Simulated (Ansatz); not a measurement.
Given:

Ge2Sb2Te5:
```xyz
9
Lattice="2.1206 1.2243 17.5279 -2.1206 1.2243 17.5279 0.0000 -2.4487 17.5279" Properties=species:S:1:pos:R:3 pbc="T T T"
Te     0.0000     0.0000     0.0000
Ge     0.0000     0.0000    36.7725
Te     0.0000     0.0000    20.9178
Sb     0.0000     0.0000     5.4158
Te     0.0000     0.0000    42.1766
Te     0.0000     0.0000    10.4071
Sb     0.0000     0.0000    47.1679
Te     0.0000     0.0000    31.6659
Ge     0.0000     0.0000    15.8112
```

This is the r²SCAN+D4-relaxed structure. Tensor components refer to the Cartesian frame of this cell.

Task: All from plane-wave PAW r²SCAN+D4 (Ansatz code), unless another level is named. Predict the hole effective mass.

Result: 0.070, 0.070, 0.47 mₑ (principal values).

Task: Predict the electron effective mass, band 1 of 2 at the edge.

Result: 0.52 along x, 1.6 along z (mₑ).

Task: Next, the formation energy from the elements (no fitted shifts)?

Result: -0.079 eV/atom.

Space group R-3m. The start of the workflow was typed in or built on a structure type; neither database checked (COD, Materials Project) lists it. It is not the phase usual at ambient conditions (space group No. 164). The cell was relaxed with r²SCAN+D4 under the symmetry of its start; its stability against distortions is not shown here. The references are the lowest solids computed at this level, not always the standard phases. Scalar-relativistic: spin–orbit coupling is off unless named, which matters more the heavier the elements.

Potentials: the earlier of the program's two PAW sets.

Edges and masses are those of Kohn–Sham bands, whose gap is no quasiparticle gap.
